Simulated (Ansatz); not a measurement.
Consider the following.

HgTe:
```xyz
6
Lattice="4.6754 0.0000 0.0000 -2.3377 4.0490 0.0000 0.0000 0.0000 10.3868" Properties=species:S:1:pos:R:3 pbc="T T T"
Hg     0.7214     1.2495     0.0000
Hg     3.2327     0.0000     3.4623
Hg    -1.6163     2.7996     6.9245
Te     1.1431     1.9800     5.1934
Te     2.3891     0.0000     8.6557
Te    -1.1946     2.0690     1.7311
```

This is the r²SCAN-relaxed structure.

All from the program Ansatz at the r²SCAN level (PAW), unless another level is named. Give the hole effective mass.

0.54, 0.54, 1.5 mₑ (principal values).

Next, the band gap?

0.96 eV (indirect).

What about the smallest direct gap on the standard path?

1.12 eV.

What about the formation energy from the elements (no fitted shifts)?

-16 kJ/mol of atoms.

And the valence-band maximum?

at A.

Predict the weight of the valence-edge state by species (Voronoi cells).

Te 84 %, Hg 16 %.

Space group P3_121. The first step of the workflow began from a Materials Project structure, measured or hypothetical; the Crystallography Open Database copy checked does not list it. It is not the phase usual at ambient conditions (space group No. 216). Symmetry was held in the r²SCAN relaxation; whether a distortion lowers the energy is not shown. The references are the lowest solids computed at this level, not always the standard phases. Scalar-relativistic: spin–orbit coupling is off unless named, which matters more the heavier the elements.

Potentials: the later of the program's two PAW sets.
